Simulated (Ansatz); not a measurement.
V3Os in space group Fm-3m (No. 225; V on 8c, V on 4b, Os on 4a), the program Ansatz at the PBE level (PAW), all energies at zero smearing, with the estimated change up to a 700 eV cutoff added, with one set of potentials and settings (totals compare only within such a set). Cell of 4 atoms (3 V, 1 Os): -20123.217 eV.

```csv
element,reference phase,E (eV/atom)
V,"Im-3m, 1 atoms in the cell",-2912.4140
Os,"P6_3/mmc, 2 atoms in the cell",-11384.5491
```

Formation energy per atom, worked out: (-20123.217 − 3×(-2912.4140) − 1×(-11384.5491))/4 = -0.356 eV/atom (-34 kJ per mol of atoms), at 0 K, without zero-point energy or fitted corrections.

The workflow started from a Materials Project entry (that database holds measured and hypothetical structures alike); the Crystallography Open Database copy checked does not list it. With V and Os taken as one species the cell has the higher symmetry Im-3m, so it may be an ordered model of a mixed-site phase. Its standing as an ambient phase is unchecked. Symmetry was held in the PBE relaxation; its stability against distortions is not shown here. No spin polarisation was allowed. The references are the lowest solids computed at this level, not always the standard phases. Scalar-relativistic: spin–orbit coupling is off unless named, which matters more the heavier the elements.

Potentials: the later of the program's two PAW sets.
